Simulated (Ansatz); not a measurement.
An Ansatz (a quantum-chemistry and plane-wave program) run. Input:

Ansatz 0.2 input:
```yaml
crystal:
  lattice:
    - [0.0, 2.8739123726, 2.8739123726]
    - [2.8739123726, 0.0, 2.8739123726]
    - [2.8739123726, 2.8739123726, 0.0]
  atoms:
    - { symbol: Y, position: [0.5, 0.5, 0.5] }
    - { symbol: As, position: [0.0, 0.0, 0.0] }
kpoints:
  mp_grid: { grid: [12, 12, 12] }
basis: { xc_grid: 2, fft_grid_basis: typed }
hamiltonian:
  xc: pbesol
  pseudopotentials: { kind: paw }
scf:
  occupations: { method: gaussian, width: 0.05 }
checkpoint: { read: metal.run }
output: { write_density: true, elf: true, volumetric_format: npy }
```

Output (shortened):

```
Pseudopotential: Y, paw, valence charge 11
Pseudopotential: As, paw, valence charge 15
Functional definition: PBEsol
Crystal: 2 atoms, lattice volume = 47.473 Å³
Basis set: ecut = 420 eV, 941 PW (Γ), exchange–correlation on 60×60×60 points (8 copies of the dense FFT grid, shifted against one another)
Bands: 21, of which v1, the nominal top of the filled ones, is band 13 counted from 1 (12 counted from 0)
Symmetry: 48 space group operations
Space group: Fm-3m (ITA 225), of the structure as read, at distance tolerance 3.6e-5 Å
k-points: 72 of 1728
Stability of the state it starts from, as read at its close in the unpolarized treatment …
iter 1 solved again at ethr=5.67e-8 eV; its pass at ethr=3.10e-3 eV (dr2=1.48e-5 eV) is discarded
SCF iter   1: F=—  HF=-8611.281430 eV  |F-HF|=—  |Δ(HF+E_count)|=         —  Δρ=5.54e-7  dr2=2.45e-10  ethr=5.67e-8  ⟨swp⟩=3.0  Hψ=10913  notcnv=0
preconditioner: auto → Kerker (q_TF=auto, 2.468 Å⁻¹)
SCF iter   2: F=-8611.281430 eV  HF=-8611.281430 eV  |F-HF|=6.00e-11  |Δ(HF+E_count)|=   9.36e-9  Δρ=2.80e-7  dr2=6.81e-11  ethr=1.00e-12  ⟨swp⟩=5.9  Hψ=5701  notcnv=0
SCF 1 converged in 2 iterations: F = -8611.281430 eV  dr2 = 6.81e-11
SCF converged after 2 iterations
Free energy (F): -8611.281430 eV
Harris-Foulkes:  -8611.281430 eV  (|F-HF|=6.00e-11)
Internal energy: -8611.280893 eV  (E = F + TS)
E sigma→0 (E₀):  -8611.281161 eV
Entropy (-TS):   -0.000537 eV (-0.268 meV/atom)
Fermi energy:    10.883630 eV
--- Per-component energies (eV) ---
  E_band       = -312.821001
  E_kinetic    = 410.734172
  E_local      = -2296.219424  (includes V_loc(G=0)·N_el)
  E_nonlocal   = -617.257796
  E_hartree    = 1146.843754
  E_xc         = -252.437800
  E_vxc        = -280.138434  (∫ρ·V_xc dr)
  E_paw        = -4566.498818  (= ΣΔE_a)
  E_vpaw       = 176.373206  (= ΣTr[D̂ρ^β])
  E_aug_tail   = 0.000010  (compensation charges beyond the density's cutoff)
  E_ewald      = -2437.560192
  E_core_change = 1.115201  (= ΣΔE_core)
  E_smearing   = -0.000537  (= −TS)
  E_closure    =  0.000000  (closes the sum)
  Σ components = -8611.281430   (vs F -8611.281430, Δ=0.00e0)
  [band-id]    e_kinetic+e_local+e_nonlocal+2·e_hartree+e_vxc+e_vpaw+e_augmentation_tail = -312.820758   (vs E_band -312.821001, Δ=2.43e-4)
--- Band table (eV; the first three rows and the last of 72) ---
  k-point 0: bands = ["-31.3052", "-23.5930", "-23.5930", "-23.5771", "-23.5771", "-23.5771", "-11.2833", "-11.2833", "-11.2833", "-0.2182", "11.3904", "11.3904", "11.3904", "12.2256", "12.2256", "12.2256", "13.0502", "13.0502", "14.6700", "18.4981", "24.7857"]
  k-point 1: bands = ["-31.3042", "-23.5931", "-23.5931", "-23.5771", "-23.5771", "-23.5771", "-11.3004", "-11.2843", "-11.2843", "-0.1361", "10.6214", "10.9216", "10.9216", "12.3942", "12.3942", "12.5174", "13.5889", "13.5889", "15.1990", "18.7788", "23.6385"]
  k-point 2: bands = ["-31.3014", "-23.5933", "-23.5933", "-23.5771", "-23.5769", "-23.5769", "-11.3464", "-11.2870", "-11.2870", "0.0976", "9.4318", "10.2171", "10.2171", "12.7182", "12.7182", "12.7300", "14.6697", "14.6697", "16.3208", "19.4428", "22.3358"]
  k-point 71: bands = ["-31.2858", "-23.5933", "-23.5911", "-23.5766", "-23.5766", "-23.5755", "-11.4175", "-11.4175", "-11.3665", "1.0343", "8.4254", "8.4254", "8.4956", "13.6622", "13.6622", "14.7744", "15.4680", "15.7316", "20.1749", "20.5689", "20.5962"]
```

Cost: roughly 2.7 core-seconds on shared cores.

The workflow started from an entry of the Crystallography Open Database (COD). Its standing as an ambient phase is unchecked. Symmetry was held in the PBEsol relaxation; its stability against distortions is not shown here. The run is not spin-polarised. Scalar-relativistic: spin–orbit coupling is off unless named, which matters more the heavier the elements.

Potentials: the later of the program's two PAW sets.

Ansatz is a plane-wave DFT program.
